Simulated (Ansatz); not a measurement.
Contact densities of Cd against volume

```yaml
crystal:
  lattice:
    - [2.97887, 0.00000, 0.00000]
    - [-1.48944, 2.57978, 0.00000]
    - [0.00000, 0.00000, 5.61765]
  atoms:
    - { symbol: Cd, position: [0.33333, 0.66667, 0.25000] }
    - { symbol: Cd, position: [0.66667, 0.33333, 0.75000] }
```

Atom numbers follow the list: Cd1, Cd2.

The cell is COD entry 9008490, as deposited and not checked against the literature; nothing was relaxed.

All numbers below come from Ansatz 0.2.0, DFT, PBEsol, all-electron PAW with datasets made for the crystal, scalar-relativistic.

Numerical set-up: a Γ-centred 16×16×7 k mesh, Fermi–Dirac smearing of 0.05 eV, cutoff 260 eV (chosen by the program for this cell), no spin polarisation.

The contact density is the mean electron density over the nuclear volume; its changes follow the s electrons' response to bonding and compression. Changes below are taken from the unscaled cell, where it is 1.03439e+06 e/Å³ at Cd1.

```
V/V(cell)  P (GPa)  Δρ(0) Cd1 (e/Å³)
   0.9400      2.4             -0.01
   0.9600      0.9             -0.10
   0.9800     -0.4             -0.10
   0.9900     -1.0                 ?
   1.0000     -1.6              0.00
   1.0100     -2.1              0.09
   1.0200     -2.6                 ?
   1.0400     -3.4                 ?
   1.0600     -4.1              0.99
```

Question: Fill in "Δρ(0) Cd1 (e/Å³)" for the row "1.0400".

Answer: 0.51.

Question: Give the missing entry: row "0.9900", column "Δρ(0) Cd1 (e/Å³)".

Answer: -0.06.

Question: Fill in "Δρ(0) Cd1 (e/Å³)" for the row "1.0200".

Answer: 0.19.

The datasets are made afresh for each cell, so very small changes are uncertain.
